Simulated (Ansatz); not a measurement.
What DFT gives for BaTiO3

```xyz
10
Lattice="3.9227 0.0000 3.9227 0.0000 3.9227 0.0000 3.9227 0.0000 -3.9227" Properties=species:S:1:pos:R:3 pbc="T T T"
Ba    0.0000    0.0000    0.0000
Ba    3.9227    0.0000    0.0000
Ti    1.9613    1.9613   -1.9613
Ti    1.9613    1.9613    1.9613
O     1.9613    1.9613    0.0000
O     5.8840    1.9613    0.0000
O     3.9227    1.9613   -1.9613
O     3.9227    1.9613    1.9613
O     1.9613    0.0000   -1.9613
O     1.9613    0.0000    1.9613
```

Single point in Ansatz 0.2.0 with r2SCAN, no spin polarisation. Cutoff 500 eV, PAW datasets, 5×7×5 Γ-centred k mesh, gaussian filling (width 0.0409 eV).

Band edges: Within 0.7 eV of the edges, the states project mainly on O p (94 %) below the gap and on Ti d (90 %) above it.
Stress: The pressure is 11.0 GPa (compression positive), so with the atoms held at these fractions the cell would first expand.
Formation energy: -3.38 eV an atom against the elements' usual phases (free molecules for gases, crystals otherwise, with no correction for O₂ or N₂), so it is bound against them; other compounds may still compete. Relaxing would lower it.
Electronic structure: The gap is 2.31 eV, indirect (the least direct gap found is 2.35 eV).
Charges: Bader charges in e: Ba +1.56, Ti +2.32, O -1.29. In the mean Ti gives up most and O takes most.
Contacts: Ti–O at 1.96 Å: least valence density 0.69 e/Å³ and ELF 0.20 there. Ba–O at 2.77 Å: least valence density 0.19 e/Å³ and ELF 0.09 there, a closed-shell (ionic or weak) contact. These are pseudo-fields; inside the PAW spheres they differ from the all-electron ones.

Origin: a database entry at a rescaled volume. Caveats: atoms or cell far from equilibrium.
